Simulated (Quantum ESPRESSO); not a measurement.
# Planted mistakes on one cell of MgZn2CaO4

The results below are calculated, not measured. They come from pw.x of Quantum ESPRESSO 7.5, a plane-wave density functional program, with PseudoDojo standard norm-conserving files (v0.5 for PBE, v0.4.1 for LDA and PBEsol). The cells are made up: elements, strain and atom displacements were drawn at random, and nothing was relaxed. There is no spin polarisation, spin-orbit coupling or dispersion term.

The cell has 8 sites of a rocksalt lattice. Sites 1 to 4 hold Mg Zn Ca Zn; sites 5 to 8 hold O O O O. Cell vectors in Å: (4.478, 0.000, 0.000); (0.000, 4.478, 0.000); (0.000, 0.000, 4.478). Settings: PBE, cutoff 1143 eV, 4 x 4 x 4 k mesh shifted by half a step, Fermi-Dirac smearing of 0.025 eV.

The intended run has a self-consistency threshold of 1e-07 eV, a smearing term of 0.000 eV, a pressure of 1.60 GPa and 12 iterations. Each further run changes one thing: all lengths scaled by 0.9809; atoms of sites 4 and 8 exchanged; k mesh 2 x 2 x 2; one electron added; smearing 0.85 eV; threshold 0.2 eV. A coarse mesh keeps the shift, and a charged cell sits in a uniform background.

```
run,change of free energy (eV),smearing term -TS (eV),change of P (GPa),largest change of a force component (eV/Å),iterations
A,13.040,0.000,36.08,0.300,12
B,-0.639,-2.272,3.61,0.120,12
C,0.188,0.000,9.07,0.419,12
D,0.020,0.000,-0.30,0.090,12
E,0.020,0.000,-2.48,0.106,5
F,10.162,-0.009,18.38,2.127,14
```

A rerun of the intended cell at 1437 eV and k mesh 6 x 6 x 6 moved values by no more than 0.002 eV in the cell's energy, 0.04 GPa in stress and 0.005 eV/Å in force.

Question: which change belongs to which run?

## Worked reading

Run E has the fewest iterations, as a run stopped early does. Run B has the largest smearing term, as wide smearing gives. Run C changes the volume by a factor of 0.9438; minus its pressure change over the logarithm of that factor, 157 GPa, is a rough bulk modulus with clamped atoms. Energies from files of another functional, or of a charged cell, have another zero and say nothing on stability; the pressure of a charged cell rests on the program's zero of potential too.

## Key

```
run,change
A,one electron added
B,smearing 0.85 eV
C,all lengths scaled by 0.9809
D,k mesh 2 x 2 x 2
E,threshold 0.2 eV
F,atoms of sites 4 and 8 exchanged
```